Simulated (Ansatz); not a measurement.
In$_{2}$Se$_{3}$:
```
In2Se3
1.0
    3.92541     0.00000     0.00000
   -1.96271     3.39951     0.00000
    0.00000     0.00000     9.42488
In Se
2 3
Direct
  0.00000   0.00000   0.41989
  0.00000   0.00000   0.83198
  0.66667   0.33333   0.61590
  0.33333   0.66667   0.27151
  0.66667   0.33333   0.98571
```

Relaxed with PBE+D3(BJ). Special points in fractions of this cell's reciprocal vectors: Γ (0.000, 0.000, 0.000); M (0.500, 0.000, 0.000); K (0.333, 0.333, 0.000); A (0.000, 0.000, 0.500); L (0.500, 0.000, 0.500); H (0.333, 0.333, 0.500).

List the band energies nearest the Fermi level at these points for PBE+D3(BJ) (plane waves, PAW; program Ansatz).

In eV from the Fermi level; about four levels below and three above (degenerate sets whole), none deeper than 8.9 eV; points with the same levels are listed once.

| k | below | above |
|---|---|---|
| Γ | -0.75 -0.75 -0.46 -0.31 -0.31 | 0.05 2.77 3.17 |
| M | -2.11 -1.46 -1.00 -0.93 | 0.02 1.78 3.06 |
| K | -3.34 -1.96 -1.13 -0.91 | 0.55 2.49 2.74 |
| A | -0.53 -0.53 -0.47 -0.47 | 1.33 2.00 3.37 |
| L | -2.22 -1.97 -0.72 -0.56 | 0.62 1.41 3.40 |
| H | -2.56 -1.66 -0.19 -0.12 | 3.34 3.52 4.53 |

Space group P3m1. The start of the workflow was typed in or built on a structure type; neither database checked (COD, Materials Project) lists it. COD files the formula under space group No. 160, 166, 169, 170. Whether it is the stable phase at ambient conditions was not checked. The PBE+D3(BJ) relaxation kept the symmetry of its start; whether a distortion lowers the energy is not shown. Spin–orbit coupling is left out wherever it is not named.

Potentials: the earlier of the program's two PAW sets.
